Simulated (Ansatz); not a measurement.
Input and output of a relaxation of cell and atoms on GaAs3N4 on the sites of MgZn3O4 (No. 8) (Ansatz, PBEsol). It starts from a supercell of the end of a PBEsol relaxation, slightly strained and with each coordinate displaced at random by about 0.15 Å.

```yaml
crystal:
  lattice:
    - [5.8059941813, -1.4160560845, -1.6021964185]
    - [5.8467607443, 1.5955994678, -1.6233318915]
    - [-4.0346727013, -0.1049476336, 7.2122198542]
  atoms:
    - { symbol: Ga, position: [0.2369135621, 0.3144580355, 0.8641271739] }
    - { symbol: As, position: [0.6817503106, 0.7372121759, 0.4408344619] }
    - { symbol: As, position: [0.5866533828, 0.5015324827, 0.871229745] }
    - { symbol: As, position: [0.9714504043, 0.8702015623, 0.2794222453] }
    - { symbol: "N", position: [0.0729177826, 0.0137816826, 0.7540951741] }
    - { symbol: "N", position: [0.5001281342, 0.5568321258, 0.4026833873] }
    - { symbol: "N", position: [0.8685174578, 0.8075646796, -0.0209011874] }
    - { symbol: "N", position: [0.3227609838, 0.3050273457, 0.6535605273] }
kpoints:
  mp_grid: { grid: [6, 6, 4] }
hamiltonian:
  xc: pbesol
scf:
  occupations: { method: fermi_dirac, width: 0.05 }
relax:
  f_tol: 0.01
  cell: {}
  max_steps: 120
output:
  write_density: true
  write_potential: true
  elf: true
  volumetric_format: npy
```

In the abridged output below, numbers in square brackets stand for lines, or ends of lines, that were taken out.
```
Pseudopotential: Ga, paw, valence charge 13, recommended cutoff 420 eV (normal)
Pseudopotential: As, paw, valence charge 15, recommended cutoff 420 eV (normal)
Pseudopotential: N, paw, valence charge 5, recommended cutoff 420 eV (normal)
Functional definition: PBEsol
Crystal: 8 atoms, lattice volume = 106.932 Å³
Basis set: ecut = 420 eV, 2075 PW (Γ), FFT grids on a1−a2, a1, a2+a3
[1]
Symmetry: 1 space group operations
Space group: P1 (ITA 1)
k-points: 76 of 144 (time reversal used)
relax step 1: F+E_penalty+E_count = -19689.14916176 eV  max|allowed force component| = 1.685e1 eV/Å  Δτ_max = 0.0000 Å  P = +28.369 GPa  Ω = 106.932 Å³
--- Relaxed structure (15 steps of the walk, 15 accepted, 2 SCFs on fresh bases) ---
[2]
```

Problem. Fill in the blanks. They hold the relaxed structure, the band count.

Solution.
```
[1]
Bands: 47, of which v1, the nominal top of the filled ones, is band 39 counted from 1 (38 counted from 0)
[2]
  F+E_penalty+E_count = -19694.53389888 eV   max|allowed force component| = 8.588e-3 eV/Å
  cell:  # Å, volume = 109.7657 Å³
    - [5.822957, -1.508053, -1.591564]
    - [5.823152, 1.509587, -1.592376]
    - [-3.973206, -0.002117, 7.332908]
  atoms:
    - { symbol: Ga, position: [0.260489, 0.243277, 0.836137] }
    - { symbol: As, position: [0.719748, 0.702300, 0.438272] }
    - { symbol: As, position: [0.539770, 0.523412, 0.868601] }
    - { symbol: As, position: [0.918094, 0.901615, 0.272960] }
    - { symbol: N, position: [0.059583, 0.043000, 0.747692] }
    - { symbol: N, position: [0.555826, 0.539363, 0.420407] }
    - { symbol: N, position: [0.877208, 0.860288, 0.014433] }
    - { symbol: N, position: [0.310374, 0.293355, 0.646549] }
```
The trailing digits, and the zero of the energies, depend on the potentials and thresholds.

The walk took 15 steps, besides SCFs solved again on a fresh basis, and changed the volume by +2.7 %. The last SCF, on a fresh basis, lies 673 meV an atom below the first. At the end: space group Cm (No. 8), monoclinic; a = 12.063 Å, b = 3.018 Å, c = 8.340 Å, β = 133.7° in the conventional setting, 13.72 Å³ an atom. Ga has 4 N at 1.89–2.05 Å; As has 3 N at 1.87–1.97 Å; As has 3 N at 1.92–2.00 Å; As has 3 N at 1.85–1.93 Å; N has 2 As at 1.92 Å and 1 Ga at 1.98 Å; N has 3 As at 1.87–1.93 Å; N has 1 As at 1.85 Å and 2 Ga at 1.89 Å; N has 3 As at 1.97–2.00 Å and 1 Ga at 2.05 Å.

Run as `ansatz run input.yaml --threads 4 --pin off --max-ram 4608MiB --backend cpu --events-out ev --progress --plain --runs-dir out`. Wall time 3.2 min on 4 threads of Arm Neoverse V1, on a shared host, load about 0.5 per core; peak host memory 0.64 GiB.

All values are calculated for a non-magnetic cell, which may be hypothetical.
